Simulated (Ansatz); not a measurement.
TiTe2 (CdI2 type)

```
CELL_PARAMETERS angstrom
      3.78396     0.00000     0.00000
     -1.89198     3.27701     0.00000
      0.00000     0.00000     6.60161
ATOMIC_POSITIONS crystal
  Ti 0.00000 0.00000 0.00000
  Te 0.33333 0.66667 0.25685
  Te 0.66667 0.33333 0.74315
```

The slice is a (0001) plane (indices of the conventional cell) through the point (0.667, 0.333, 0.743) (fractional), spanned by u = [110] and v = [1 -1 0] in vectors of this cell: u (3.78 Å) and v (6.55 Å, at 90° to u). It covers one period; positions are fractions (u, v).

The numbers are results of r2SCAN+rVV10 (plane waves to 500 eV, PAW, scalar-relativistic; Ansatz, a first-principles code), not measurements. k mesh 14×14×7. These are valence fields of a PAW run, semicore shells included where kept as valence: close to a nucleus they are smooth pseudo fields. Spin-orbit coupling is left out, though Te is heavy. TiTe2 is run without spin polarisation. TiTe2 was relaxed with its symmetry unable to fall.

Question: Sketch the electron localisation function (ELF) on this plane as a map.

Answer: 
```
v \ u  0.00  0.12  0.25  0.38  0.50  0.62  0.75  0.88
-----  ----  ----  ----  ----  ----  ----  ----  ----
0.96      x  0.13  0.53  0.61  0.22  0.61  0.53  0.13
0.86   0.49  0.55  0.67  0.38  0.12  0.38  0.67  0.55
0.75   0.29  0.22  0.20  0.34  0.46  0.34  0.20  0.22
0.64   0.04  0.21  0.60  0.56  0.52  0.56  0.60  0.21
0.54   0.15  0.55  0.51  0.13     x  0.13  0.51  0.55
0.43   0.20  0.59  0.58  0.30     x  0.30  0.58  0.59
0.32   0.11  0.23  0.55  0.62  0.58  0.62  0.55  0.23
0.21   0.67  0.58  0.27  0.10  0.08  0.10  0.27  0.58
0.11   0.35  0.46  0.58  0.36  0.07  0.36  0.58  0.46
0.00      x     x  0.51  0.59  0.20  0.59  0.51     x
```

Values: electron localisation function (ELF). Points within 0.5 Å of a nucleus are blanked (x), as the pseudised field means little there.
